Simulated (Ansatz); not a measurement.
Input:

ZrTa:
```
CELL_PARAMETERS angstrom
      2.84889     0.00000     0.00000
      0.00000     2.84889     0.00000
      0.00000     0.00000     4.85653
ATOMIC_POSITIONS crystal
  Ta 0.00000 0.00000 0.00000
  Zr 0.50000 0.50000 0.50000
```

This is the PBEsol-relaxed structure. x, y and z are the axes in which the lattice vectors are written.

Question: All from PBEsol (plane waves, PAW; program Ansatz), unless another level is named. Give the highest zone-centre frequency.

Answer: 108 cm⁻¹.

Question: Predict the bulk modulus (Birch–Murnaghan fit).

Answer: 138 GPa.

Question: Next, the elastic constants (relaxed ions, GPa)?

Answer: C11 = 173, C12 = 122, C13 = 118, C33 = 214, C44 = 29.3, C66 = -18.6.

Space group P4/mmm (L1₀ or tetragonal B2). The start of the workflow was typed in or built on a structure type; neither database checked (COD, Materials Project) lists it. Whether it is the stable phase at ambient conditions was not checked. Symmetry was held in the PBEsol relaxation. At this level the phase is mechanically unstable. No spin polarisation was allowed. Its formation energy is positive at this level, so the cell may be metastable or incomplete. As this level gives no gap, shear constants depend on the k-mesh and smearing (Fermi–Dirac, 0.1 eV here). As this level gives no gap, phonon frequencies hold no LO–TO term and depend on the k-mesh and smearing (Fermi–Dirac, 0.1 eV here). On the denser mesh and wider smearing of the elastic run this cell carries a stress of 0.5 GPa. Scalar-relativistic: spin–orbit coupling is off unless named, which matters more the heavier the elements.

Potentials: the later of the program's two PAW sets.
